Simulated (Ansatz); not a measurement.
The numbers come from plane-wave PAW DFT (Ansatz): PBE, no spin polarisation, 420 eV, 5×5×8 Γ-centred k points, fermi-dirac occupations (width 0.1 eV). Nothing was relaxed.

Computed maps in the lattice plane spanned by a (left to right, 7.44 Å, 23 points from zero) and b (bottom to top, 7.44 Å, 23 points from zero), 90° apart, at height 0.000 along c. The fields are smooth PAW ones with compensation charges, not the true ones near nuclei.

Valence density. Digits on a logarithmic scale: 0 up to 0.03 e/Å³, each further digit a factor of 1.6, 9 from 1.3 e/Å³ up:
```
99964567999765555444599
99754579999865444333479
65444579999864433333456
44334568999754333334444
44333456887654333345555
54333345666544333456776
65433334555443334568997
65433333444554345689999
75443333346886445689999
65544443469999645679999
66665544589999854567887
67887654589999854455666
69999765469999643444455
79999865446886433333445
69999865434554443333345
67998654333445554333345
56776543334456665433334
45555433334567886543334
44444333334579998654334
66543333344689999754445
99743334445689999754579
99954445555679997654699
99964456676666766544699
```

ELF. Ten even steps from '0' (0.00) to '9' (0.76):
```
59923975223577667761299
99415963000456544542149
32127862020455322343212
21236864102566322356753
76445665545686323468899
87533467778986434666667
67422346887643346754235
56422234531111158751002
46533343113773138740202
57656663139999317852003
77556884179229716965445
75445696179229714886557
53002587139999313666567
42020478313773113433356
52001578511111354322246
65324576433467886432247
87666664346898777643357
79988643236865455665446
23576532236652014686321
32123432235540202687212
99412454456540003695149
59921677667753225793299
05932786545775456872395
```

Problem. The cell is La2ScGe2. Which atoms lie within 0.2 Å of this plane, and where (fractions of a and b)?

Solution. Sc at (0.00, 0.00), Sc at (0.50, 0.50), Ge at (0.38, 0.88), Ge at (0.12, 0.38), Ge at (0.62, 0.12), Ge at (0.88, 0.62). The whole cell:
```xyz
10
Lattice="7.4386 0.0000 0.0000 0.0000 7.4386 0.0000 0.0000 0.0000 4.3090" Properties=species:S:1:pos:R:3 pbc="T T T"
Sc    0.0000    0.0000    0.0000
Sc    3.7193    3.7193    0.0000
La    1.3363    5.0557    2.1545
La    2.3830    1.3363    2.1545
La    6.1023    2.3830    2.1545
La    5.0557    6.1023    2.1545
Ge    2.8410    6.5603    0.0000
Ge    0.8784    2.8410    0.0000
Ge    4.5977    0.8784    0.0000
Ge    6.5603    4.5977    0.0000
```

Origin: a known structure type with other elements, at an estimated volume, so it need not be a known compound. Caveats: f levels without a U or exact exchange are poorly placed.
